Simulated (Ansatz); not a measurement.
Here is the system:

GaSb:
```cif
data_Ga2Sb2
_chemical_formula_sum 'Ga2 Sb2'
_space_group_name_H-M_alt 'P 1'
_space_group_IT_number 1
_cell_length_a 4.03709
_cell_length_b 4.03709
_cell_length_c 7.55367
_cell_angle_alpha 90.000
_cell_angle_beta 90.000
_cell_angle_gamma 90.000
loop_
_space_group_symop_operation_xyz
  'x, y, z'
loop_
_atom_site_label
_atom_site_type_symbol
_atom_site_fract_x
_atom_site_fract_y
_atom_site_fract_z
_atom_site_occupancy
Ga1 Ga 0.00000 0.50000 0.00000 1
Ga2 Ga 0.50000 0.00000 0.50000 1
Sb1 Sb 0.00000 0.00000 0.25000 1
Sb2 Sb 0.00000 0.00000 0.75000 1
```

This is the PBE-relaxed structure.

All from DFT-PBE in the program Ansatz with PAW potentials, unless another level is named. Predict the electronic character.

metallic (no gap).

And the density of states at the Fermi level?

0.60 states/eV per atom (mean over ±0.08 eV).

And the formation energy from the elements (no fitted shifts)?

0.30 eV/atom.

Space group P4_2/mmc. The cell is a constructed one: a structure type filled with these elements; neither database checked (COD, Materials Project) lists it. It is not the phase usual at ambient conditions (space group No. 216). The PBE relaxation kept the symmetry of its start; whether a distortion lowers the energy is not shown. The references are the lowest solids computed at this level, not always the standard phases. Spin–orbit coupling is left out wherever it is not named.

Potentials: the later of the program's two PAW sets.
